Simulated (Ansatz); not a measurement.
The calculation used Ansatz, DFT PBE, scalar-relativistic, plane waves, PAW. Settings: cutoff 420 eV, Γ-centred meshes spaced at most about 0.3 Å⁻¹, and about 0.25 Å⁻¹ or finer for metals (2π included), Gaussian smearing. No spin polarisation in the final relaxations.

Temperature and zero-point effects are left out. All come from trial cells, and lower structures may exist.

Question: These unrelaxed guesses for Hf3NbO2 are each relaxed within their symmetry. Order them by the energy at which they end, lowest first.
A.

```
CELL_PARAMETERS angstrom
4.48076 0.00000 0.00000
-2.24038 3.88045 0.00000
0.00000 0.00000 5.20659
ATOMIC_POSITIONS crystal
Hf 0.50000 0.00000 0.00000
Hf 0.00000 0.50000 0.00000
Hf 0.50000 0.50000 0.00000
Nb 0.00000 0.00000 0.50000
O 0.33333 0.66667 0.47536
O 0.66667 0.33333 0.52464
```

B.

```
CELL_PARAMETERS angstrom
4.24303 0.00000 0.00000
-2.12152 3.67458 0.00000
0.00000 0.00000 5.31335
ATOMIC_POSITIONS crystal
Hf 0.33333 0.66667 0.72378
Hf 0.66667 0.33333 0.27622
Hf 0.00000 0.00000 0.00000
Nb 0.00000 0.00000 0.50000
O 0.33333 0.66667 0.21914
O 0.66667 0.33333 0.78086
```

C.

```
CELL_PARAMETERS angstrom
3.17571 0.00000 0.00000
0.00000 3.17571 0.00000
0.00000 0.00000 10.61579
ATOMIC_POSITIONS crystal
Hf 0.00000 0.00000 0.00000
Hf 0.00000 0.00000 0.71455
Hf 0.00000 0.00000 0.28545
Nb 0.50000 0.50000 0.50000
O 0.50000 0.50000 0.84736
O 0.50000 0.50000 0.15264
```

Answer: B (ends in P-3m1, 0 meV/atom), A (ends in P6/mmm, 228 meV/atom), C (ends in P4/mmm, 0.42 eV/atom).

Spin–orbit coupling, which can matter for Hf, is left out. In P-3m1, P6/mmm, P4/mmm an odd number of electrons in the primitive cell allows no gap without spin; a larger cell or a magnetic state could open one. A magnetic state wasn't ruled out in cells without spin, among them P-3m1, P6/mmm, P4/mmm. Cells relaxed within their symmetry can be saddle points. Some candidate types were left out of the draw beforehand, so a known form may be missing.
